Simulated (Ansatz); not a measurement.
**Slab of hcp Co (0001), 6 layers**

The slab is cut from the hcp crystal, the stable phase, as relaxed on PAW files (10.86 Å³/atom), with 16 Å of vacuum and a dipole correction:

```
Co
1.0
     2.49304    0.00000    0.00000
    -1.24652    2.15904    0.00000
     0.00000    0.00000   26.09230
Co
6
Direct
  0.83333 0.16667 0.30660
  0.16667 0.83333 0.38396
  0.83333 0.16667 0.46132
  0.16667 0.83333 0.53868
  0.83333 0.16667 0.61604
  0.16667 0.83333 0.69340
```

Level of theory: DFT with PBE, scalar-relativistic, in Ansatz 0.2.0; a Γ-centred 15×15×1 k mesh, Fermi–Dirac smearing of 0.1 eV, spin-polarised from start moments Co1 1.7, Co2 1.7, Co3 1.7, Co4 1.7, Co5 1.7, Co6 1.7 μB. LAPW: all electrons, basis error target 1 meV/atom; PAW: frozen-core files, cutoff 420 eV.

The bulk energy comes from a cell in the slab's orientation on a 15×15×8 mesh. The surface energy is (E(slab) − N·E(bulk))/2A at zero smearing, the mean of both faces; thin slabs carry quantum-size effects.

Other magnetic orders may lie lower.

As cut, the LAPW slab lies 1.470 eV above 6 atoms of bulk. What surface energy is that?

Over two faces of 5.38 Å² it is 136.6 meV/Å², and times 16.02 J/m² per eV/Å² that gives γ = 2.188 J/m².

What do relaxation and the other method give, and what work function comes out?



| method | γ as cut (J/m²) | γ relaxed (J/m²) | Φ as cut (eV) | Φ relaxed (eV) |
| --- | --- | --- | --- | --- |
| LAPW | 2.188 | 2.139 | 4.99 | 4.96 |
| PAW | 2.187 | 2.139 | 5.00 | 4.96 |

How do the spacings between the planes relax?

From the bottom face up: d12 -3.0 % of 2.018 Å, d23 +1.6 % of 2.018 Å, d34 -1.2 % of 2.018 Å, d45 +1.6 % of 2.018 Å, d56 -3.0 % of 2.018 Å.

How do the moments vary through the slab?

Co1 1.78, Co2 1.72, Co3 1.68, Co4 1.68, Co5 1.72, Co6 1.78 μB in the LAPW spheres; the bulk has Co 1.68 μB.

What changes if the vacuum is set to 11 Å?

LAPW then gives: no gap, work function 4.96 eV; PAW: no gap, work function 4.96 eV. The program warns that the vacuum is too thin.
